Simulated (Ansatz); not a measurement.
Sn (diamond)

```
CELL_PARAMETERS angstrom
      0.00000     3.32763     3.32763
      3.32763     0.00000     3.32763
      3.32763     3.32763     0.00000
ATOMIC_POSITIONS crystal
  Sn 0.50000 0.50000 0.50000
  Sn 0.75000 0.75000 0.75000
```

In each cell atom 2 (Sn, nearest neighbour Sn at 2.882 Å; its periodic images, 4.7 Å or more away, move with it) moves by s·(-0.577, 0.577, 0.577) (towards the nearest neighbour), the rest being held.

Method: PBE (plane waves to 420 eV, PAW, scalar-relativistic; Ansatz, a quantum-chemistry and plane-wave program). k mesh 10×10×10 (Γ-centred), Fermi-Dirac smearing 0.05 eV. Energies are smeared free energies. Left out: 1 of 11 points, with atoms too close for the PAW data. With partly filled bands, energies and forces of such displacements shift with the k mesh and the smearing. Sn was relaxed with its symmetry unable to fall. The relaxed volume of Sn is well above the measured one; the method has no dispersion term. The zero of ΔE is the undisplaced structure. The last digit holds for this mesh only.

| s (Å) | ΔE (meV/cell) |
|---|---|
| -0.860 | 943.0 |
| -0.688 | 769.3 |
| -0.516 | 536.0 |
| -0.344 | 285.3 |
| -0.172 | 81.5 |
| 0.000 | 0.0 |
| 0.172 | 112.7 |
| 0.344 | 535.2 |
| 0.516 | 1415.1 |
| 0.688 | 3001.5 |

Question: What force constant k = d²E/ds² at s = 0 does the table give?

Answer: 6.4 eV/Å². It is the second difference of the nearest points, corrected with the next pair.

Question: With k = 6.62 eV/Å² from the forces, is the well harmonic out to s = 0.688 Å?

Answer: ½ks² = 1568 meV/cell against the computed 3002 meV/cell, so the well is stiffer than harmonic there.

(For displaced atoms, the force is minus the slope of the energy, and its curvature is a force constant, which sets phonon frequencies.)
